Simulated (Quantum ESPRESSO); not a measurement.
```cif
data_Hg4Se4
_chemical_formula_sum 'Se4 Hg4'
_space_group_name_H-M_alt 'F-43m'
_space_group_IT_number 216
_space_group_name_Hall 'F -4 2 3'
_cell_length_a 6.06278
_cell_length_b 6.06278
_cell_length_c 6.06278
_cell_angle_alpha 90.000
_cell_angle_beta 90.000
_cell_angle_gamma 90.000
loop_
_atom_site_label
_atom_site_type_symbol
_atom_site_symmetry_multiplicity
_atom_site_Wyckoff_symbol
_atom_site_fract_x
_atom_site_fract_y
_atom_site_fract_z
_atom_site_occupancy
Se1 Se 4 d 0.75000 0.75000 0.75000 1
Hg1 Hg 4 a 0.00000 0.00000 0.00000 1
```
(The calculation used a cell of 2 atoms; values per cell refer to that cell.)

Cell and atoms were relaxed with LDA from Materials Project entry mp-820, within its symmetry.

**Question.** What does LDA (pw.x of Quantum ESPRESSO, ONCV potentials, no spin-orbit coupling) give for the electronic structure near the Fermi level?

**Answer.** At this level the gap is closed or nearly so: along the path the highest valence and lowest conduction bands touch, or overlap by less than 0.6 eV, a zero-gap or semimetallic result; the valence top lies at Γ, the conduction bottom at Γ. Without spin-orbit coupling, band edges of such heavy elements can be off by tenths of an eV.
